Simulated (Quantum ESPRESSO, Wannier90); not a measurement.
# Wannierisation of TlI (CsCl type)

```yaml
crystal:
  lattice:
    - [4.23821, 0.00000, 0.00000]
    - [0.00000, 4.23821, 0.00000]
    - [0.00000, 0.00000, 4.23821]
  atoms:
    - { symbol: Tl, position: [0.00000, 0.00000, 0.00000] }
    - { symbol: I, position: [0.50000, 0.50000, 0.50000] }
```

Cell from Materials Project (mp-23197), symmetrised, no further relaxation. COD (Crystallography Open Database) has the formula in 2 space groups, this one among them (matched by group alone). Computed values, not measurements, from PBEsol: Quantum ESPRESSO (norm-conserving PseudoDojo potentials, cutoff 56 Ry, spinors with spin-orbit coupling) on a Γ-centred 6×6×6 mesh, then Wannier90. Density: 8×8×8 mesh, Gaussian smearing 0.01 Ry.

Valence charges of the files: Tl 13, I 7. 40 bands were computed.

Isolated groups of bands, relative to the valence-band maximum (bands from 21 on overlap up to the last one computed):

```csv
bands,from (eV),to (eV),filling,weight on atomic waves
1–6,-11.79,-11.06,filled,"Tl 5d 67 %, I 5s 30 %"
7–12,-9.38,-9.22,filled,Tl 5d 99 %
13–14,-5.58,-3.51,filled,"Tl 6s 75 %, I 5p 17 %, Tl 6p 6 %"
15–20,-3.05,0.00,filled,"I 5p 80 %, Tl 6p 12 %, Tl 6s 7 %"
```

Wanted is a model with the orbitals Tl s p, I p, without the filled groups that are mainly made of other shells (semicore states, and anion s where it isn't named); all higher bands stay in for disentanglement.

Problem. Give num_wann, exclude_bands and num_bands, and the number of electrons that the model holds.

Solution. Electrons: 1×13 + 1×7 = 20, which fill 20 bands.
num_wann = 2 × (1×4 + 1×3) = 14.
exclude_bands = 1-12, 12 bands, so num_bands = 40 − 12 = 28.
The model holds 20 − 1×12 = 8 electrons. With the window frozen to 2.29 eV it follows pw.x to 9.1 meV rms (states up to 1.8 eV relative to the valence-band maximum).
